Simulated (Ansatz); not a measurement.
Te$_{2}$Pt:
```
Te2Pt
1.0
    1.96649     1.13535     5.71558
   -1.96649     1.13535     5.71558
    0.00000    -2.27071     5.71558
Pt Te
1 2
Direct
  0.00000   0.00000   0.00000
  0.25206   0.25206   0.25206
  0.74794   0.74794   0.74794
```

This is the LDA-relaxed structure.

Task: All from plane-wave PAW LDA (Ansatz code), unless another level is named. Estimate the highest zone-centre frequency.

Result: 180 cm⁻¹.

Task: Predict the bulk modulus (Birch–Murnaghan fit).

Result: 37.5 GPa.

Space group R-3m. A made-up cell: these elements were put on the sites of a structure type; neither database checked (COD, Materials Project) lists it. COD files the formula under space group No. 164. Its standing as an ambient phase is unchecked. The LDA relaxation kept the symmetry of its start; its stability against distortions is not shown here. No spin polarisation was allowed. A crystal of weakly bound layers computed without a dispersion correction: the cell and the soft elastic constants depend strongly on that. As this level gives no gap, phonon frequencies hold no LO–TO term and depend on the k-mesh and smearing (Fermi–Dirac, 0.1 eV here). Scalar-relativistic: spin–orbit coupling is off unless named, which matters more the heavier the elements.

Potentials: the later of the program's two PAW sets.
